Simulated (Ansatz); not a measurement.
Q: Each is relaxed and computed with plane-wave PAW PBEsol (Ansatz code). Which is the only metal?
A) CrCuO2, Cmcm (Cu on 4c, O on 8f, Cr on 4a)
B) Ge3N4, P6_3/m (Ge on 6h, N on 6h, N on 2c)
C) ScGe, Cmcm (Sc on 4c, Ge on 4c)
D) SiGe, wurtzite

A: C, ScGe, Cmcm (Sc on 4c, Ge on 4c). ScGe: metal; CrCuO2: gap 1.09 eV (indirect); SiGe: gap 0.35 eV (indirect); Ge3N4: gap 2.09 eV (direct). Spin orders computed, not proven ground states: CrCuO2, Cmcm (Cu on 4c, O on 8f, Cr on 4a) antiferromagnetic. Standing as an ambient phase not checked: ScGe, Cmcm (Sc on 4c, Ge on 4c); CrCuO2, Cmcm (Cu on 4c, O on 8f, Cr on 4a); SiGe, wurtzite. All cells were relaxed under the symmetry of their starts (and spin orders); stability against distortions was not tested throughout. Cells of antiferromagnets are given as chemical subcells. Rows with no word on spin ran without spin polarisation. No Hubbard U is applied. Spin–orbit coupling is left out wherever it is not named.

Potentials: the later of the program's two PAW sets.
